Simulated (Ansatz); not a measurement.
SrScO$_{2}$F:
```cif
data_FO2ScSr
_chemical_formula_sum 'Sr1 Sc1 O2 F1'
_space_group_name_H-M_alt 'P4/mmm'
_space_group_IT_number 123
_space_group_name_Hall '-P 4 2'
_cell_length_a 4.11029
_cell_length_b 4.11029
_cell_length_c 4.04854
_cell_angle_alpha 90.000
_cell_angle_beta 90.000
_cell_angle_gamma 90.000
loop_
_atom_site_label
_atom_site_type_symbol
_atom_site_symmetry_multiplicity
_atom_site_Wyckoff_symbol
_atom_site_fract_x
_atom_site_fract_y
_atom_site_fract_z
_atom_site_occupancy
Sr1 Sr 1 d 0.50000 0.50000 0.50000 1
Sc1 Sc 1 a 0.00000 0.00000 0.00000 1
O1 O 2 f 0.00000 0.50000 0.00000 1
F1 F 1 b 0.00000 0.00000 0.50000 1
```

Relaxed with r²SCAN. 

HSE06 on this cell (Ansatz, a program for electronic structure, PAW) gives a gap of 4.78 eV. What does r²SCAN give?

3.84 eV.

Cost on shared cores: the r²SCAN run (SCF on a 7×7×7 mesh, then bands and DOS) about 40 core-seconds (a rough figure), the HSE06 run (SCF on 4×4×4, then a few points) very roughly 80 core-seconds; the tasks are unlike.

The start of the workflow was typed in or built on a structure type; neither database checked (COD, Materials Project) lists it. Whether it is the stable phase at ambient conditions was not checked. Symmetry was held in the r²SCAN relaxation; its stability against distortions is not shown here. No spin polarisation was allowed. The volume moved by -16 % from the start of the relaxation. Spin–orbit coupling is left out wherever it is not named.

Potentials: the earlier of the program's two PAW sets.

Ansatz is a plane-wave DFT program.
